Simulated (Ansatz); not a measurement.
Consider the following.

B:
Space group Cmce (No. 64); a = 2.9283 Å, b = 5.3089 Å, c = 3.2563 Å, α = β = γ = 90.00°

```
atom  site  symmetry       x       y       z
----  ----  --------  ------  ------  ------
B       8f       m..  0.0000  0.1559  0.0902
```
(The calculation used a cell of 4 atoms; values per cell refer to that cell.)

This is the r²SCAN+D4-relaxed structure.

All from plane-wave PAW r²SCAN+D4 (Ansatz code), unless another level is named. Predict the electronic character.

metallic (no gap).

Next, the density of states at the Fermi level?

0.03 states/eV per atom (mean over ±0.08 eV).

The cell is a constructed one: a structure type filled with these elements; neither database checked (COD, Materials Project) lists it. It is not the phase usual at ambient conditions (space group No. 166). Symmetry was held in the r²SCAN+D4 relaxation; whether a distortion lowers the energy is not shown.

Potentials: the earlier of the program's two PAW sets.
